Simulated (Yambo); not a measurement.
MgTiF₆ (space group R-3, No. 148), G0W0@PBEsol in Yambo with this input:

```
rim_cut
gw0
dyson
el_el_corr
HF_and_locXC
ppa
em1d
RandQpts= 1000000
RandGvec= 1 Ry
EXXRLvcs= 84 Ry
VXCRLvcs= 336 Ry
Chimod= "HARTREE"
% BndsRnXp
 3 | 163 |
%
NGsBlkXp= 7 Ry
% LongDrXp
 1.0 | 1.0 | 1.0 |
%
PPAPntXp= 27.2114 eV
% GbndRnge
 1 | 163 |
%
GTermKind= "BG"
DysSolver= "n"
ExtendOut
```

On a 2×2×2 mesh, with wavefunctions cut at 84 Ry, the gap (Γ → F) is 9.590 eV and the valence edge shifts by -2.034 eV.

What happens with this change: no random integration?

The gap falls by 0.182 eV, to 9.408 eV; the shift of the valence edge becomes -1.692 eV. Neither run is shown to be the converged limit.

Geometry of the Materials Project entry, not relaxed at this level; primitive cell a = b = c = 5.3688 Å, α = β = γ = 58.13°.

The structure is a Materials Project entry; no match was found in the copy of COD used, and its stability was not checked.

A shift is the quasiparticle energy of the state minus its PBEsol energy.
